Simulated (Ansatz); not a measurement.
**SiMo: computed property card**

SiMo:
```
SiMo
1.0
    3.08356     0.00000     0.00000
   -1.54178     2.67044     0.00000
    0.00000     0.00000     3.47359
Si Mo
1 1
Direct
  0.00000   0.00000   0.00000
  0.33333   0.66667   0.50000
```

Space group P-6m2 (No. 187); conventional cell a = 3.0836 Å, b = 3.0836 Å, c = 3.4736 Å, α = 90.00°, β = 90.00°, γ = 120.00°.

Method: plane-wave PAW LDA (Ansatz code). Structure relaxed to zero pressure with the same functional. Other levels are named where they apply.

**Cell and energy**

```json
{
 "volume_per_atom": "14.30 Å³",
 "density": "7.20 g/cm³",
 "Formation energy from the elements (no fitted shifts)": "-0.35 eV/atom"
}
```

**Electronic structure**

```json
{
 "electronic_character": "metallic (no gap)",
 "Density of states at the Fermi level": "0.39 states/eV per atom (mean over ±0.08 eV)"
}
```

**Mechanics**

```json
{
  "Bulk modulus (Birch–Murnaghan fit)": "214 GPa",
  "Pressure derivative B′": "4.3",
  "Elastic constants (relaxed ions, GPa)": "C11 = 287, C12 = 147, C13 = 191, C33 = 408, C44 = 197",
  "mechanical_stability": "stable (all eigenvalues of C positive)",
  "hill_bulk_and_shear_moduli": "220 and 110 GPa",
  "Young's modulus": "282 GPa",
  "Poisson's ratio": "0.29",
  "debye_temperature_from_the_elastic_constants": "534 K"
}
```

**Phonons**

```json
{
 "highest_zone_centre_frequency": "419 cm⁻¹",
 "zone_centre_stability": "no imaginary mode at Γ"
}
```

The workflow started from a Materials Project entry (that database holds measured and hypothetical structures alike); the Crystallography Open Database copy checked does not list it. Whether it is the stable phase at ambient conditions was not checked. The LDA relaxation kept the symmetry of its start. No spin polarisation was allowed. As this level gives no gap, shear constants depend on the k-mesh and smearing (Fermi–Dirac, 0.1 eV here). As this level gives no gap, phonon frequencies hold no LO–TO term and depend on the k-mesh and smearing (Fermi–Dirac, 0.1 eV here). The references are the lowest solids computed at this level, not always the standard phases. Scalar-relativistic: spin–orbit coupling is off unless named, which matters more the heavier the elements.

Potentials: the later of the program's two PAW sets.
